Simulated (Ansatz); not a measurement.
Crystals of one structure type (zinc blende), relaxed and computed with DFT-r²SCAN in the program Ansatz with PAW potentials; HSE06 gaps on those cells.

```tsv
crystal	a (Å)	gap (eV)	HSE06 gap (eV)	Θ_D (K)	G_Hill (GPa)	K_Hill (GPa)
BAs	4.782	1.37	1.83	701	137	141
GaP	5.452	1.85	2.26	453	57.9	87.8
GaAs	…	…	…	…	…	…
GaSb	6.133	0.42	0.77	270	34.8	53.4
InAs	6.108	0.08	0.36	248	28.7	57.8
```

Question: Fill in the missing entries.

Answer: 
- GaAs, a (Å): 5.665
- GaAs, gap (eV): 0.97
- GaAs, HSE06 gap (eV): 1.37
- GaAs, Θ_D (K): 350
- GaAs, G_Hill (GPa): 47.9
- GaAs, K_Hill (GPa): 72.5

All cells were relaxed under the symmetry of their starts (and spin orders); stability against distortions was not tested throughout. Spin–orbit coupling is left out wherever it is not named.

Potentials: the earlier of the program's two PAW sets. The files were generated under PBE; for other functionals the program regenerates the frozen cores, and for LDA and PBEsol the local potential too.
